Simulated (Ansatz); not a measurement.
**Phases of Mn at 7.7 GPa**

Structure types of Mn are relaxed in primitive cells with their symmetry kept at 7.7 GPa, first on PAW files, then by LAPW. The enthalpy is E + pV at zero temperature, without zero-point motion. Only the types listed were tried, and differences under about 5 meV/atom are mesh noise. Not among the end structures: fcc, bcc, which may lie lower.

Level of theory: DFT with LDA, scalar-relativistic, in Ansatz 0.2.0; Fermi–Dirac smearing of 0.05 eV, spin-polarised from start moments Mn1 3, Mn2 3 μB. LAPW: all electrons, basis error target 0.5 meV/atom; PAW: frozen-core files, cutoff 420 eV.

k meshes: hcp 18×18×10, diamond 14×14×14, omega 10×10×13, simple hexagonal 19×19×17.

Antiferromagnetic order, which Cr and Mn prefer near zero pressure, wasn't tried. The start moments died away, and the runs ended non-magnetic. The PAW files were made under PBE.

```json
{"start type": "hcp", "ends as": "hcp, P6_3/mmc", "a, b, c (Å)": "2.413, 2.413, 3.895", "V (Å³/atom)": "9.82", "H − H(lowest), LAPW (meV/atom)": "0.0", "moment (μB/atom)": "0.00"}
{"start type": "diamond", "ends as": "diamond, Fd-3m", "a, b, c (Å)": "4.765, 4.765, 4.765", "V (Å³/atom)": "13.52", "H − H(lowest), LAPW (meV/atom)": "?", "moment (μB/atom)": "0.00"}
{"start type": "omega", "ends as": "omega, P6/mmm", "a, b, c (Å)": "3.787, 3.787, 2.385", "V (Å³/atom)": "9.88", "H − H(lowest), LAPW (meV/atom)": "47.8", "moment (μB/atom)": "0.00"}
{"start type": "simple hexagonal", "ends as": "simple hexagonal, P6/mmm", "a, b, c (Å)": "2.409, 2.409, 2.058", "V (Å³/atom)": "10.34", "H − H(lowest), LAPW (meV/atom)": "?", "moment (μB/atom)": "0.00"}
```

**Question.** Give the missing entry: row "diamond", column "H − H(lowest), LAPW (meV/atom)".

**Answer.** 1662.8.

**Question.** Fill in "H − H(lowest), LAPW (meV/atom)" for the row "simple hexagonal".

**Answer.** 617.5.

**Question.** Split the lead of hcp over omega into energy and pV.

**Answer.** For omega less hcp: ΔE = +45.1 meV/atom, and p·ΔV = 7.7 GPa × +0.0561 Å³ × 6.242 meV/(GPa·Å³) = +2.7 meV/atom, together 47.8 meV/atom. hcp wins on both counts.
